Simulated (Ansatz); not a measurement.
Ti:
```
Ti
1.0
    2.93451     0.00000     0.00000
   -1.46726     2.54136     0.00000
    0.00000     0.00000     4.64141
Ti
2
Direct
  0.33333   0.66667   0.75000
  0.66667   0.33333   0.25000
```

Relaxed with r²SCAN. Special points in fractions of this cell's reciprocal vectors: Γ (0.000, 0.000, 0.000); M (0.500, 0.000, 0.000); K (0.333, 0.333, 0.000); A (0.000, 0.000, 0.500); L (0.500, 0.000, 0.500); H (0.333, 0.333, 0.500).

Task: List the band energies nearest the Fermi level at these points for r²SCAN in the plane-wave PAW code Ansatz.

Result: In eV from the Fermi level; about four levels below and three above (degenerate sets whole), none deeper than 8.9 eV; points with the same levels are listed once.

```csv
k,below,above
Γ,-6.66 -2.88,0.58 0.85 0.85
M,-2.53 -2.30 -1.95 -0.84,0.60 0.70 1.27
K,-1.76 -1.57 -1.57 -1.45,0.29 0.29 1.64
A,-4.70 -4.70,0.06 0.06 0.77 0.77 0.77 0.77
L,-2.69 -2.69 -0.88 -0.88,1.25 1.25 1.90 1.90
H,-1.10 -1.10 -0.35 -0.35,1.84 1.84 3.32 3.32
```

Space group P6_3/mmc (hcp (Mg type)). The r²SCAN relaxation kept the symmetry of its start; of distortions, only those at the zone centre were tested. The run is not spin-polarised.

Potentials: the later of the program's two PAW sets.
